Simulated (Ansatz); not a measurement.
BeS:
```yaml
crystal:
  lattice:
    - [0.00000, 2.43797, 2.43797]
    - [2.43797, 0.00000, 2.43797]
    - [2.43797, 2.43797, 0.00000]
  atoms:
    - { symbol: S, position: [0.75000, 0.75000, 0.75000] }
    - { symbol: Be, position: [0.00000, 0.00000, 0.00000] }
```

Tensor components refer to the Cartesian frame of this cell.

### Question
Give the high-frequency dielectric tensor and the Born effective charge tensors of the independent atoms from DFPT, PBE (plane waves, PAW; program Ansatz).

### Answer

ε∞:
```
5.25  0.00  0.00
0.00  5.25  0.00
0.00  0.00  5.25
```
Z* of atom 1 (S), rows: field, columns: displacement, in e:
```
-1.62   0.00   0.00
 0.00  -1.62   0.00
 0.00   0.00  -1.62
```
Z* of atom 2 (Be), rows: field, columns: displacement, in e:
```
1.62  0.00  0.00
0.00  1.62  0.00
0.00  0.00  1.62
```

Static charges for comparison (Bader): S1 -1.62, Be2 +1.62 e. Born charges measure polarisation by displacement and can exceed these by far.

Space group F-43m (zinc blende). The cell was relaxed with PBE under the symmetry of its start; phonons on a q-mesh show no instability.

Potentials: the later of the program's two PAW sets.
